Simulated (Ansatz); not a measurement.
CaBC (P6_3/mmc), a vibration from a frozen displacement

These are results of DFT PBE, scalar-relativistic, plane waves, PAW in Ansatz 0.2.0, not measurements. The runs took a 420 eV cutoff, a Γ-centred 18×18×6 mesh and Gaussian smearing (0.15 eV). No spin polarisation. Energies are free energies at this smearing, counted from the undisturbed cell; pressure is positive in compression.

Reference structure (relaxed at this level; it needn't be the usual structure):

```yaml
crystal:
  lattice:
    - [2.96198, 0.00000, 0.00000]
    - [-1.48099, 2.56515, 0.00000]
    - [0.00000, 0.00000, 8.19338]
  atoms:
    - { symbol: Ca, position: [0.00000, 0.00000, 0.00000] }
    - { symbol: Ca, position: [0.00000, 0.00000, 0.50000] }
    - { symbol: B, position: [0.66667, 0.33333, 0.25000] }
    - { symbol: B, position: [0.33333, 0.66667, 0.75000] }
    - { symbol: C, position: [0.66667, 0.33333, 0.75000] }
    - { symbol: C, position: [0.33333, 0.66667, 0.25000] }
```

Every B atom is moved by x along the Cartesian unit vector (0.000, 0.000, 1.000); the cell and all other atoms stay fixed. The cell's volume is 62.25 Å³; the moved atoms weigh 21.620 u together and the others 104.178 u. Some rows repeat others by symmetry and weren't run.

| x (Å) | ΔE (meV/cell) | total force on the moved atoms along the move (eV/Å) | pressure (GPa) |
| --- | --- | --- | --- |
| -0.5000 | 3086.77 | 13.3522 | 10.0423 |
| -0.4375 | 2315.26 | 11.3466 | 7.7349 |
| -0.3750 | 1666.80 | 9.4200 | 5.7230 |
| -0.3125 | 1135.58 | 7.5982 | 4.0097 |
| -0.2500 | 714.56 | 5.8942 | 2.5970 |
| -0.1250 | 174.39 | 2.8132 | 0.6907 |
| 0.0000 | 0.00 | 0.0000 | 0.0472 |
| 0.1250 | 174.39 | -2.8132 | 0.6907 |
| 0.2500 | 714.56 | -5.8942 | 2.5970 |
| 0.3125 | 1135.58 | -7.5982 | 4.0097 |
| 0.3750 | 1666.80 | -9.4200 | 5.7230 |
| 0.4375 | 2315.26 | -11.3466 | 7.7349 |
| 0.5000 | 3086.77 | -13.3522 | 10.0423 |

Task: What frequency belongs to this motion?

Result: The force constant is k = −dF/dx = 22.506 eV/Å², from the parabola through x = -0.1250, 0 and 0.1250. In every cell the moved atoms swing against the rest, so the mass is μ = m₁m₂/(m₁ + m₂) = 17.904 u, and ν̃ = 521.5 cm⁻¹ × √(|k|/μ) = 585 cm⁻¹. The pattern needn't be a normal mode: ν̃² is then a weighted mean of the squared nonzero frequencies at the zone centre of this cell, so it lies between the lowest and the highest of them.

Task: How far does the harmonic law reach?

Result: At x = -0.500 Å, kx²/2 = 2813.20 meV against the computed 3086.77 meV (+9.7 %): the well stiffens in this direction at large amplitude.

Task: The pressure changes with x². What does that say about the frequency under compression?

Result: With E = k(V)x²/2, k ∝ V^(−2γ) and x scaling with the cell as V^(1/3), P − P0 = −∂E/∂V = (2γ − 2/3) ΔE/V. At x = 0.2500 Å, V(P − P0) = 62.25 × 2.54977 / 160.2 eV = 990.71 meV and ΔE = 714.56 meV, so γ = 1/3 + V(P − P0)/(2ΔE) = 1.03. This is the Grüneisen parameter of the motion under uniform scaling of the cell: shrinking the cell evenly by 1 % in volume raises the frequency by about 1.03 %.

In a metal these slopes depend on the k mesh and the smearing.

Cost: 7 runs of about 4.4 core-minutes in all, on Arm Neoverse N1 (shared hosts).